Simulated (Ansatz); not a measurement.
# Every step of a relaxation of Os

DFT, PBE, PAW with Ansatz's default frozen-core files, scalar-relativistic (Ansatz 0.2.0); a Γ-centred 21×21×12 k mesh, Fermi–Dirac smearing of 0.05 eV, no spin polarisation. The run relaxes cell and atoms at a target pressure of 0 GPa.

Command: `ansatz run input.yaml --threads 1 --pin off --max-ram 3072MiB --backend cpu --events-out ev --progress --plain --runs-dir out` It took 23 s on 1 thread of Intel(R) Xeon(R) Platinum 8488C (Sapphire Rapids) (shared host), peak memory 0.47 GiB.

PAW: frozen-core files, cutoff 420 eV; forces are relaxed below 0.003 eV/Å.

Each step lists its free energy a cell above the last geometry, the pressure, the cell vectors (Å), and Cartesian positions (Å) with forces (eV/Å).

The first step:

```
step 1  dF = 14.47 meV  P = 8.45 GPa
  cell 2.7352 0.0000 0.0000  -1.3676 2.3688 0.0000  0.0000 0.0000 4.3190
  Os 0.0000 1.5792 1.0797   0.0000 0.0000 0.0000
  Os 1.3676 0.7896 3.2393   0.0000 0.0000 0.0000
```

Spin–orbit coupling is left out, which matters for the heavy atoms.

Q: Where does the relaxation end, and by which steps?

A: After 4 geometries, with conventional a, b, c = 2.754, 2.754, 4.347 Å, at 14.279 Å³/atom (+2.05 % against the start) in space group P6_3/mmc, with a shortest distance of 2.693 Å. The further steps:
```
step 2  dF = 57.62 meV  P = -14.67 GPa  (not accepted)
  cell 2.7953 0.0000 0.0000  -1.3976 2.4208 0.0000  0.0000 0.0000 4.3963
  Os 0.0000 1.6139 1.0991   0.0000 0.0000 0.0000
  Os 1.3976 0.8069 3.2972   0.0000 0.0000 0.0000
step 3  dF = 0.12 meV  P = -0.63 GPa
  cell 2.7560 0.0000 0.0000  -1.3780 2.3868 0.0000  0.0000 0.0000 4.3482
  Os 0.0000 1.5912 1.0870   0.0000 0.0000 0.0000
  Os 1.3780 0.7956 3.2611   0.0000 0.0000 0.0000
step 4  dF = 0.00 meV  P = -0.02 GPa
  cell 2.7544 0.0000 0.0000  -1.3772 2.3854 0.0000  0.0000 0.0000 4.3466
  Os 0.0000 1.5902 1.0866   0.0000 0.0000 0.0000
  Os 1.3772 0.7951 3.2600   0.0000 0.0000 0.0000
step 5  dF = -0.30 meV  P = -0.04 GPa  (same geometry on a basis chosen anew; earlier energies don't compare to the last digit)
  cell 2.7544 0.0000 0.0000  -1.3772 2.3854 0.0000  0.0000 0.0000 4.3466
  Os 0.0000 1.5902 1.0866   0.0000 0.0000 0.0000
  Os 1.3772 0.7951 3.2600   0.0000 0.0000 0.0000
```
